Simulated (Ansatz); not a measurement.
YbTl, a database entry at a rescaled volume

```
Yb Tl
1.0
     3.85666    0.00000    0.00000
     0.00000    3.85666    0.00000
     0.00000    0.00000    3.85666
Yb Tl
1 1
Direct
  0.50000 0.50000 0.50000
  0.00000 0.00000 0.00000
```

Single point in Ansatz 0.2.0 with r2SCAN, no spin polarisation. Cutoff 500 eV, PAW datasets, 5×5×5 Γ-centred k mesh, fermi-dirac filling (width 0.1 eV).

- Formation energy: -0.48 eV an atom against the elements' usual phases (free molecules for gases, crystals otherwise, with no correction for O₂ or N₂), so it is bound against them; other compounds may still compete. Relaxing would lower it.
- Forces: The forces vanish by the symmetry of the sites.
- Stress: The pressure is -1.2 GPa (compression positive), so with the atoms held at these fractions the cell would first shrink.
- At the Fermi level: It is a metal, with about 2.2 states/eV a cell as the mean within 0.25 eV of the Fermi level, mostly Yb f (36 %), Yb d (32 %) and Tl p (28 %).

Origin: a database entry at a rescaled volume. Caveats: no spin polarisation, so a magnetic state may lie lower; the k mesh is coarse if the cell is a metal; f levels without a U or exact exchange are poorly placed.
